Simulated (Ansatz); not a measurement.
**Band structure of MnS**

```xyz
2
Lattice="0.0000 2.6122 2.6122 2.6122 0.0000 2.6122 2.6122 2.6122 0.0000" Properties=species:S:1:pos:R:3 pbc="T T T"
Mn    0.0000    0.0000    0.0000
S     2.6122    2.6122    2.6122
```

Atom numbers follow the list: Mn1, S2.

The geometry is COD entry 9005930, unchecked; take it as a test cell.

All numbers below come from Ansatz 0.2.0, DFT, PBE, all-electron LAPW, Dirac equation with spin-orbit coupling.

Settings: a Γ-centred 14×14×14 k mesh, Fermi–Dirac smearing of 0.03 eV, basis error target 0.25 meV/atom, spin-polarised from start moments Mn1 4 μB, magnetisation along z, ending with a spin moment of 4.72 μB in the cell.

Points in fractions of the reciprocal vectors of this cell: Γ (0, 0, 0), X (0.5, 0, 0.5), U (0.625, 0.25, 0.625), K (0.375, 0.375, 0.75), L (0.5, 0.5, 0.5), W (0.5, 0.25, 0.75). The path joins them by straight lines in the order Γ–X–U–K–Γ–L–W–X; legs that retrace an earlier one aren't tabulated. Energies are in eV from the Fermi level.

**Question.** Is there a gap?

**Answer.** none: bands cross the Fermi level, a metal.

**Question.** List the levels between -20 and 4.5 eV at the symmetry points.

**Answer.** 
Γ: -14.57, -14.28, -3.42, -3.41, -3.38, -3.30, -3.28, -1.95, -1.92, -1.87, -1.72, -1.69, -1.66, 0.29, 0.29, 0.32, 0.35, 0.37, 1.60, 2.64
X: -13.13, -12.87, -5.90, -5.55, -3.91, -3.50 (×2), -3.19 (×2), -3.06, -2.76 (×2), -2.28, -0.79, 0.77 (×2), 1.49, 1.50, 1.60, 2.33
U: -13.06, -12.82, -5.61, -5.49, -5.15, -4.77, -4.46, -3.36, -3.12, -2.83, -2.58, -2.26, -1.44, 0.27, 1.37, 1.46, 1.52, 1.64, 2.43, 3.94
K: -13.06, -12.82, -5.61, -5.49, -5.15, -4.77, -4.46, -3.36, -3.12, -2.84, -2.57, -2.26, -1.44, 0.27, 1.37, 1.46, 1.51, 1.64, 2.43, 3.94
L: -13.24, -13.03, -7.05, -6.36, -4.88 (×2), -3.37, -3.36, -2.89 (×2), -2.52, 0.33, 0.34, 1.26 (×2), 1.45, 2.76, 3.13, 3.13, 3.30
W: -13.02, -12.78, -5.30 (×2), -5.12, -4.75 (×2), -4.16, -2.77, -2.70, -2.69, -2.46, -2.08, 0.98, 0.99, 1.19, 1.46, 1.51, 4.01
